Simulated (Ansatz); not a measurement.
A geometry of WSe$_{2}$ away from equilibrium: step 2 of the relaxation of a randomly generated symmetric cell of WSe2 (space group No. 215). Level of theory: r2SCAN (plane waves to 500 eV, PAW, scalar-relativistic; Ansatz, an electronic-structure program). Γ-centred k-mesh 6×6×6 on the run's cell, Fermi–Dirac smearing 0.05 eV. The plane waves were selected for a different cell earlier on the path.

```
WSe2
1.0
    5.34324     0.00000     0.00000
    0.00000     5.34324     0.00000
    0.00000     0.00000     5.34324
Se W
4 2
Direct
  0.25696   0.25696   0.25696
  0.74304   0.74304   0.25696
  0.74304   0.25696   0.74304
  0.25696   0.74304   0.74304
  0.50000   0.50000   0.50000
  0.00000   0.00000   0.00000
```

### Question
Give the Cartesian forces on all atoms (eV/Å).

### Answer
| atom | Fx | Fy | Fz |
|---|---|---|---|
| Se1 | -1.42 | -1.42 | -1.42 |
| Se2 | 1.42 | 1.42 | -1.42 |
| Se3 | 1.42 | -1.42 | 1.42 |
| Se4 | -1.42 | 1.42 | 1.42 |
| W5 | 0.00 | 0.00 | 0.00 |
| W6 | 0.00 | 0.00 | 0.00 |

The path ends in Pn-3m (No. 224) (AFLOW prototype A2B_cP6_224_b_a (C3, as in Cu2O)). No spin polarisation in the result.

The run could not lose the symmetry of its start, so the end can be a saddle point.

The end of the path is a generated cell of WSe2: the first start was made by a random draw of sites in a space group, and the end was not matched to a known phase here, so it may be hypothetical. Known forms of WSe2 include space group No. 194.
